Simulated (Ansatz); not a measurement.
AlBN2:
```
CELL_PARAMETERS angstrom
     -2.04391     2.04391     3.80900
      2.04391    -2.04391     3.80900
      2.04391     2.04391    -3.80900
ATOMIC_POSITIONS crystal
  Al 0.00000 0.00000 0.00000
  Al 0.75000 0.25000 0.50000
  B  0.50000 0.50000 0.00000
  B  0.25000 0.75000 0.50000
  N  0.37500 0.43185 0.55685
  N  0.56815 0.12500 0.94315
  N  0.87500 0.81815 0.44315
  N  0.18185 0.62500 0.05685
```

Cartesian axes are those of the cell as given.

Give the proper piezoelectric stress tensor with relaxed ions from PBEsol in the plane-wave PAW code Ansatz.

In C/m², rows x, y, z, Voigt columns; mesh uncertainty up to 0.00.
```
0.00  0.00  0.00  0.08  0.00  0.00
0.00  0.00  0.00  0.00  0.08  0.00
0.00  0.00  0.00  0.00  0.00  0.95
```

The elastic tensor of the same run (GPa):

|  | 1 | 2 | 3 | 4 | 5 | 6 |
|---|---|---|---|---|---|---|
| 1 | 487 | 158 | 210 | 0.0 | 0.0 | 0.0 |
| 2 | 158 | 487 | 210 | 0.0 | 0.0 | 0.0 |
| 3 | 210 | 210 | 334 | 0.0 | 0.0 | 0.0 |
| 4 | 0.0 | 0.0 | 0.0 | 256 | 0.0 | 0.0 |
| 5 | 0.0 | 0.0 | 0.0 | 0.0 | 256 | 0.0 |
| 6 | 0.0 | 0.0 | 0.0 | 0.0 | 0.0 | 216 |

Convert to strain constants d = e·S.

In pC/N:
```
0.0  0.0  0.0  0.3  0.0  0.0
0.0  0.0  0.0  0.0  0.3  0.0
0.0  0.0  0.0  0.0  0.0  4.4
```

Space group I-42d (chalcopyrite). The start of the workflow was typed in or built on a structure type; neither database checked (COD, Materials Project) lists it. Its standing as an ambient phase is unchecked. The PBEsol relaxation kept the symmetry of its start; phonons on a q-mesh show no instability. The volume moved by -19 % from the start of the relaxation.

Potentials: the later of the program's two PAW sets.
